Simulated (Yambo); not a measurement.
Yambo run on CsCaBr₃ (cubic perovskite, space group Pm-3m, No. 221). The wavefunctions come from this Quantum ESPRESSO step (PBEsol, PseudoDojo standard norm-conserving files, scalar-relativistic):

```
&CONTROL
  calculation = 'nscf'
  pseudo_dir = './pseudo'
  outdir = './out'
/
&SYSTEM
  ibrav = 0
  nat = 5
  ntyp = 3
  ecutwfc = 68.0
  ecutrho = 272.0
  occupations = 'fixed'
  force_symmorphic = .true.
  nbnd = 331
/
&ELECTRONS
  conv_thr = 5e-09
  diago_full_acc = .true.
  diago_thr_init = 1e-08
/
ATOMIC_SPECIES
Ca 40.0780 Ca.upf
Br 79.9040 Br.upf
Cs 132.9055 Cs.upf
CELL_PARAMETERS angstrom
  5.708670000000   0.000000000000   0.000000000000
  0.000000000000   5.708670000000   0.000000000000
  0.000000000000   0.000000000000   5.708670000000
ATOMIC_POSITIONS crystal
Ca   0.500000000000   0.500000000000   0.500000000000
Br   0.500000000000   0.000000000000   0.500000000000
Br   0.000000000000   0.500000000000   0.500000000000
Br   0.500000000000   0.500000000000   0.000000000000
Cs   0.000000000000   0.000000000000   0.000000000000
K_POINTS automatic
2 2 2 0 0 0
```

Yambo input:

```
rim_cut
gw0
dyson
el_el_corr
HF_and_locXC
ppa
em1d
RandQpts= 1000000
RandGvec= 1 Ry
EXXRLvcs= 68 Ry
VXCRLvcs= 272 Ry
Chimod= "HARTREE"
% BndsRnXp
 1 | 330 |
%
NGsBlkXp= 8 Ry
% LongDrXp
 1.0 | 1.0 | 1.0 |
%
PPAPntXp= 27.2114 eV
% GbndRnge
 1 | 330 |
%
GTermKind= "BG"
DysSolver= "n"
ExtendOut
% QPkrange
 1 | 1 | 20 | 21 |
 2 | 2 | 20 | 21 |
 3 | 3 | 20 | 21 |
 4 | 4 | 20 | 21 |
%
```

k points by index: 1 = Γ, 2 = X, 3 = M, 4 = R.

Resulting energies as the program prints them:

```
#    K-point    Band    Eo [eV]    E [eV]    E-Eo [eV]    Vxc [eV]    Vnlxc [eV]    Sc|Eo [eV]    Sc|E [eV]    dSc/dw|Eo [eV]    Re(Z)    Im(Z)
#
    1    20    -0.251198    -1.829023    -1.577825    -12.88498    -16.59246    1.771598    2.129655    -6.174645    0.815051    -0.001289
    1    21    4.302239    4.938883    0.636644    -7.226819    -3.265591    -3.219819    -3.324584    -4.477085    0.858714    -0.001056
    2    20    -0.423061    -2.023453    -1.600393    -12.63486    -16.40411    1.804437    2.168851    -6.195659    0.814538    -0.001313
    2    21    4.831643    6.418390    1.586747    -11.69939    -5.818828    -3.975573    -4.293815    -5.457099    0.832953    -0.001220
    3    20    -0.015507    -1.590111    -1.574604    -12.77334    -16.47325    1.767122    2.125306    -6.189460    0.814689    -0.001305
    3    21    5.827505    7.682441    1.854936    -13.46805    -6.869959    -4.339803    -4.743153    -5.916466    0.821403    -0.001401
    4    20    0.000000    -1.572880    -1.572880    -12.80703    -16.51433    1.776237    2.134421    -6.196252    0.814524    -0.001305
    4    21    5.854634    6.629757    0.775123    -7.691441    -3.545953    -3.238701    -3.370365    -4.621518    0.854818    -0.001080
```
(The two width columns are left out.) Convergence of these settings isn't established.

Spin-orbit coupling is not included.

Geometry of the Materials Project entry, not relaxed at this level.

The structure is a Materials Project entry; no match was found in the copy of COD used, and its stability was not checked.
